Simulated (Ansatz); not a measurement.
Relaxed-ion elastic tensor of TiCo (CsCl type, Pm-3m) in GPa (Voigt order), the program Ansatz at the PBE level (PAW); density 6.66 g/cm³, 13.31 Å³ per atom.

```tsv
	1	2	3	4	5	6
1	244	123	123	0.0	0.0	0.0
2	123	244	123	0.0	0.0	0.0
3	123	123	244	0.0	0.0	0.0
4	0.0	0.0	0.0	66.0	0.0	0.0
5	0.0	0.0	0.0	0.0	66.0	0.0
6	0.0	0.0	0.0	0.0	0.0	66.0
```

Q: Is the crystal mechanically stable?

A: Yes: the smallest eigenvalue of C is 66.0 GPa.

Q: Work out the Voigt, Reuss and Hill averages.

A: K_V = 163, K_R = 163, K_H = 163; G_V = 63.7, G_R = 63.6, G_H = 63.7 GPa.

Q: Give Young's modulus, Poisson's ratio, Pugh's ratio and the universal anisotropy index.

A: E = 9KG/(3K + G) = 169 GPa; ν = 0.33; K/G = 2.57 (ductile by the Pugh limit of 1.75); A_U = 5G_V/G_R + K_V/K_R − 6 = 0.01.

Q: Estimate the sound speeds and the Debye temperature.

A: v_l = √((K + 4G/3)/ρ) = 6100 m/s, v_t = √(G/ρ) = 3090 m/s, mean 3470 m/s; Θ = (h/k)(3n/4πV)^(1/3) v_m = 435 K.

Q: Give the Zener ratio and Young's modulus along [100], [110] and [111].

A: A = 2C44/(C11 − C12) = 1.09; 1/E = S11 − 2(S11 − S12 − S44/2)Γ with Γ = 0, 1/4, 1/3 gives 161, 171, 174 GPa.

The cell was relaxed with PBE under the symmetry of its start. Magnetic state: ferromagnetic, chosen from 3 collinear starts compared on coarse meshes (ties went to the first, and starts can fall back to one state), not a proven ground state. As this level gives no gap, shear constants depend on the k-mesh and smearing (Fermi–Dirac, 0.1 eV here).

Potentials: the later of the program's two PAW sets.
